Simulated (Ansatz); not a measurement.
KI (rock salt)

```yaml
crystal:
  lattice:
    - [0.00000, 3.59063, 3.59063]
    - [3.59063, 0.00000, 3.59063]
    - [3.59063, 3.59063, 0.00000]
  atoms:
    - { symbol: I, position: [0.00000, 0.00000, 0.00000] }
    - { symbol: K, position: [0.50000, 0.50000, 0.50000] }
```

The slice is a {110} plane (indices of the conventional cell) through the point (0.000, 0.000, 0.000) (fractional), spanned by u = [100] and v = [1 -1 -1] in vectors of this cell: u (5.08 Å) and v (7.18 Å, at 90° to u). It covers one period; positions are fractions (u, v).

Level of theory: PBE (plane waves to 420 eV, PAW, scalar-relativistic; Ansatz, a program for electronic structure). k mesh 8×8×8. Near the nuclei the fields are pseudised (PAW); where an atom keeps semicore shells as valence, they peak there. KI was relaxed with its symmetry unable to fall. Spin-orbit coupling is left out, though I is heavy. The relaxed volume of KI is well above the measured one; the method has no dispersion term.

Question: What is the valence density on the shortest I–K line in this plane (3.59 Å), at its minimum between the atoms?

Answer: 0.06 e/Å³.

Question: What is the ELF at the density minimum of the shortest I–K line in this plane (3.59 Å)?

Answer: 0.03.

Question: The ELF has a maximum in the middle third of the I–K line. Where, and how high?

Answer: 0.77, 1.3 Å from I.

Question: Sketch the electron localisation function (ELF) on this plane as a map.

Answer: 
```
|xxxx5577888866220000226688887755xx|
|5555777788885511000011558888777755|
|7777778888774411000011447788887777|
|8888998877552200000000225577889988|
|8888887755330000000000003355778888|
|2222222211000000000000000011222222|
|0000000000000000000000000000000000|
|3322110000000000000000000000001122|
|9988773300000000000000000000337788|
|9999997722000000000000000022779999|
|xxxx9999330000000000000000339999xx|
|xxxx9999440000000000000000449999xx|
|xxxx9999330000000000000000339999xx|
|9999997722000000000000000022779999|
|9988773300000000000000000000337788|
|3322110000000000000000000000001122|
|0000000000000000000000000000000000|
|2222222211000000000000000011222222|
|8888887755330000000000003355778888|
|8888998877552200000000225577889988|
|7777778888774411000011447788887777|
|5555777788885511000011558888777755|
|xxxx5577888866220000226688887755xx|
|xxxx4477888866220000226688887744xx|
```
Scale: ten equal steps from 0.01 (start of '0') to 0.88 (end of '9'), in the order '0123456789'. Values: electron localisation function (ELF). The map has 17 points along u (two characters each, u = 0 at the left) and 24 along v (v = 0 in the bottom row). Points within 0.5 Å of a nucleus are blanked (x), as the pseudised field means little there.
